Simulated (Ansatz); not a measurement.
A geometry of Ni away from equilibrium: step 2 of the relaxation of a relaxed Ni cell, doubled along one cell vector, shaken by Gaussian noise of σ = 0.08 Å a coordinate. The numbers are results of r2SCAN (plane waves to 500 eV, PAW, scalar-relativistic; Ansatz, a program for electronic structure), not measurements. Γ-centred k-mesh 14×7×14 on the run's cell (coarser than for final values), Fermi–Dirac smearing 0.05 eV.

```xyz
2
Lattice="2.3058 0.0024 0.0001 0.0048 4.6090 -0.0027 0.0001 -0.0013 2.3058" Properties=species:S:1:pos:R:3:forces:R:3 pbc="T T T" free_energy=-11689.021 pressure_GPa=0.3
Ni     1.2018     1.1145     1.1490   -0.0877    0.3132    0.0495
Ni     1.2625     3.4704     1.1147    0.0877   -0.3132   -0.0495
```

Positions in Å, forces in eV/Å, free energy of the cell in eV (comparable only within this code, potentials and settings). Largest force: 0.33 eV/Å, on Ni1, Ni2 (atoms numbered as listed); the geometry lies 0.79 eV/atom above the end of its relaxation.

Spin-polarised start, with parallel moments on Ni.

Spin state reached: ferromagnetic (net 0.74 μB/atom), from parallel starting moments; other spin orders were not run from this start. r2SCAN tends to overstate moments in metals.

The run could not lose the symmetry of its start.

Of the parent cell (Pm-3m (No. 221)): it is a generated cell of Ni: the first start was made by a random draw of sites in a space group, and the end was not matched to a known phase here, so it may be hypothetical. Known forms of Ni include space group No. 225.
